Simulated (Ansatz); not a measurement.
AgI:
```
CELL_PARAMETERS angstrom
      0.00000     3.22498     3.22498
      3.22498     0.00000     3.22498
      3.22498     3.22498     0.00000
ATOMIC_POSITIONS crystal
  Ag 0.75000 0.75000 0.75000
  I  0.00000 0.00000 0.00000
```

Tensor components refer to the Cartesian frame of this cell.

Q: Give the proper piezoelectric stress tensor with relaxed ions from the program Ansatz at the PBEsol level (PAW).

A: In C/m², rows x, y, z, Voigt columns; mesh uncertainty up to 0.00.
```
0.00  0.00  0.00  0.17  0.00  0.00
0.00  0.00  0.00  0.00  0.17  0.00
0.00  0.00  0.00  0.00  0.00  0.17
```

The elastic tensor of the same run (GPa):

```
      1     2     3    4    5    6
-  ----  ----  ----  ---  ---  ---
1  38.9  31.9  31.9  0.0  0.0  0.0
2  31.9  38.9  31.9  0.0  0.0  0.0
3  31.9  31.9  38.9  0.0  0.0  0.0
4   0.0   0.0   0.0  9.8  0.0  0.0
5   0.0   0.0   0.0  0.0  9.8  0.0
6   0.0   0.0   0.0  0.0  0.0  9.8
```

Q: Convert to strain constants d = e·S.

A: In pC/N:
```
 0.0   0.0   0.0  17.1   0.0   0.0
 0.0   0.0   0.0   0.0  17.1   0.0
 0.0   0.0   0.0   0.0   0.0  17.1
```

Space group F-43m (zinc blende). The cell was relaxed with PBEsol under the symmetry of its start. The run is not spin-polarised. Spin–orbit coupling is left out wherever it is not named.

Potentials: the later of the program's two PAW sets.
